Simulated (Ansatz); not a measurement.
# Does relaxation matter for the field gradients of PtSe2?

Start: an entry of the Crystallography Open Database (COD) (the entry's cell lengths or inner coordinates differ somewhat from later room-temperature determinations).

```xyz
3
Lattice="3.7240 0.0000 0.0000 -1.8620 3.2251 0.0000 0.0000 0.0000 5.0620" Properties=species:S:1:pos:R:3 pbc="T T T"
Pt    0.0000    0.0000    0.0000
Se    0.0000    2.1501    1.2655
Se    1.8620    1.0750    3.7965
```

Sites (sets of like atoms) are named by element and the number of their first atom in this list.

Computed with Ansatz: DFT, PBE, plane waves and PAW, scalar-relativistic, 420 eV cutoff, Γ-centred 10×10×7 k-points, Fermi–Dirac smearing 0.05 eV.

The largest force at the start is 0.56 eV/Å. Relaxing the ions at fixed cell moves them by 0.047 Å at most (atom 2, Se) and 0.038 Å rms.

```json
{"site": "Pt", "atom": "1", "moved (Å)": "0.000", "first shell before": "6 Se at 2.49 Å", "first shell after": "6 Se at 2.52 Å", "V_zz before (10²¹ V/m²)": "8.85", "η before": "0.00"}
{"site": "Se", "atom": "2", "moved (Å)": "0.047", "first shell before": "3 Pt at 2.49 Å", "first shell after": "3 Pt at 2.52 Å", "V_zz before (10²¹ V/m²)": "-5.28", "η before": "0.00"}
```

Task: How do the gradients change?

Result: 

```tsv
site	atom	V_zz after	η after	change of V_zz
Pt	1	8.83	0.00	-0.02
Se	2	-3.00	0.00	+2.28
```

The largest change of V_zz is on Se, from -5.28 to -3.00. In per cent, |V_zz| changes by 0 on Pt, -43 on Se (all sites that start above 2).

With no gap above 0.1 eV, as in a metal, the gradients converge slowly in k; expect changes of a tenth or more on a denser mesh. Spin–orbit coupling is left out, which shifts gradients on Pt by a few per cent in wide-gap crystals, and can shift them far more where the calculated gap is small or absent, as here.
Before: At this cell the PBE pressure is 7 GPa, so with PBE the cell would grow if it were relaxed.
After: At this cell the principal stresses reach 5 GPa in size with PBE, which can matter for small gradients.
